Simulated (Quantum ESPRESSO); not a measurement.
Field gradients of ZnS from a PBE PAW density (pw.x of a modified build of Quantum ESPRESSO, JTH datasets) with the all-electron reconstruction of Petrilli and co-workers, 20 Ha, k-mesh 7×7×1 through Γ:

```
CELL_PARAMETERS angstrom
      3.80839     0.00000     0.00000
     -1.90419     3.29816     0.00000
      0.00000     0.00000    24.89096
ATOMIC_POSITIONS crystal
  Zn 0.33333 0.66667 0.74991
  Zn 0.66667 0.33333 0.24991
  Zn 0.33333 0.66667 0.12479
  Zn 0.66667 0.33333 0.62479
  Zn 0.00000 0.00000 0.00004
  Zn 0.00000 0.00000 0.50004
  Zn 0.66667 0.33333 0.87532
  Zn 0.33333 0.66667 0.37532
  S  0.00000 0.00000 0.59371
  S  0.00000 0.00000 0.09371
  S  0.66667 0.33333 0.96899
  S  0.33333 0.66667 0.46899
  S  0.33333 0.66667 0.21850
  S  0.66667 0.33333 0.71850
  S  0.66667 0.33333 0.34393
  S  0.33333 0.66667 0.84393
```
The cell comes from the Materials Project (a computed structure). It is ZnS in P6₃mc, a polytype of 8 double layers; whether this form has been observed was not checked. Stability against distortions was not tested.

Vzz is the sum of three terms, each taken along its main axis: the smooth valence density, the ions (nucleus and frozen core) with the augmentation charges of all other spheres, and the all-electron minus smooth density in the atom's own sphere. The split hangs on the datasets.  Cores are frozen. Against all-electron runs on small test molecules, this scheme's |Vzz| missed by −3 % on S.

```tsv
site	smooth valence density	ions and other spheres	own sphere	Vzz (a.u.)
S4 (atoms 15, 16)	0.002	0.000	?	?
```

Question: Some entries are withheld; supply them.

Answer: 
- S4 (atoms 15, 16), own sphere: 0.021
- S4 (atoms 15, 16), Vzz (a.u.): 0.023
